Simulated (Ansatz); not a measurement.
# Data sheet: NbSiPt (DFT)

NbSiPt:
```xyz
12
Lattice="6.4653 0.0000 0.0000 0.0000 3.8181 0.0000 0.0000 0.0000 7.3835" Properties=species:S:1:pos:R:3 pbc="T T T"
Nb     0.1729     0.9545     1.2090
Nb     3.0597     2.8636     4.9008
Nb     3.4056     0.9545     2.4827
Nb     6.2924     2.8636     6.1745
Pt     0.9793     0.9545     4.1756
Pt     2.2534     2.8636     0.4838
Pt     4.2119     0.9545     6.8997
Pt     5.4861     2.8636     3.2079
Si     4.9790     0.9545     4.6250
Si     4.7190     2.8636     0.9332
Si     1.7464     0.9545     6.4503
Si     1.4863     2.8636     2.7585
```

Space group Pnma (No. 62); conventional cell a = 6.4653 Å, b = 3.8181 Å, c = 7.3835 Å, α = β = γ = 90.00°.

Method: plane-wave PAW r²SCAN (Ansatz code). The cell and atoms are relaxed at this level. Other levels are named where they apply.

**Cell and energy**

- Volume per atom: 15.19 Å³
- Density: 11.52 g/cm³
- Formation energy from the elements (no fitted shifts): -0.86 eV/atom

**Electronic structure**

- Electronic character = metallic (no gap)
- Density of states at the Fermi level = 0.46 states/eV per atom (mean over ±0.08 eV)
- Gap with spin–orbit coupling = none (metallic)

**Mechanics**

* **Bulk modulus (Birch–Murnaghan fit)**: 2280 kbar
* **Pressure derivative B′**: 4.7

**Charges**

* **Bader charges**: Nb +1.21, Pt -1.58, Si +0.38 e

The workflow started from an entry of the Crystallography Open Database (COD). Whether it is the stable phase at ambient conditions was not checked. The r²SCAN relaxation kept the symmetry of its start; its stability against distortions is not shown here. The run is not spin-polarised. The references are the lowest solids computed at this level, not always the standard phases. Scalar-relativistic: spin–orbit coupling is off unless named, which matters more the heavier the elements.

Potentials: the later of the program's two PAW sets.
